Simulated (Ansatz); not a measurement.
Na:
```xyz
2
Lattice="3.5941 0.0000 0.0000 -1.7971 3.1126 0.0000 0.0000 0.0000 5.9642" Properties=species:S:1:pos:R:3 pbc="T T T"
Na     0.0000     2.0751     1.4910
Na     1.7971     1.0375     4.4731
```

Relaxed with LDA. Special points in fractions of this cell's reciprocal vectors: Γ (0.000, 0.000, 0.000); M (0.500, 0.000, 0.000); K (0.333, 0.333, 0.000); A (0.000, 0.000, 0.500); L (0.500, 0.000, 0.500); H (0.333, 0.333, 0.500).

**Question.** List the band energies nearest the Fermi level at these points for the program Ansatz at the LDA level (PAW).

**Answer.** In eV from the Fermi level; about four levels below and three above (degenerate sets whole), none deeper than 8.9 eV; … stands for higher levels left out; points with the same levels are listed once.

| k | below | above |
|---|---|---|
| Γ | -3.50 | 0.52 0.93 10.69 10.69 |
| M | – | 0.30 0.43 4.04 |
| K | – | 1.42 1.66 1.66 |
| A | -2.42 -2.42 | 5.69 5.69 … |
| L | – | 1.15 1.15 1.66 1.66 |
| H | – | 2.24 2.24 2.39 2.39 |

Space group P6_3/mmc (hcp (Mg type)). The first step of the workflow began from a Materials Project structure, measured or hypothetical; the Crystallography Open Database files this formula in space group No. 194, but the cells were not matched. It is not the phase usual at ambient conditions (space group No. 229). The cell was relaxed with LDA under the symmetry of its start; whether a distortion lowers the energy is not shown.

Potentials: the later of the program's two PAW sets.
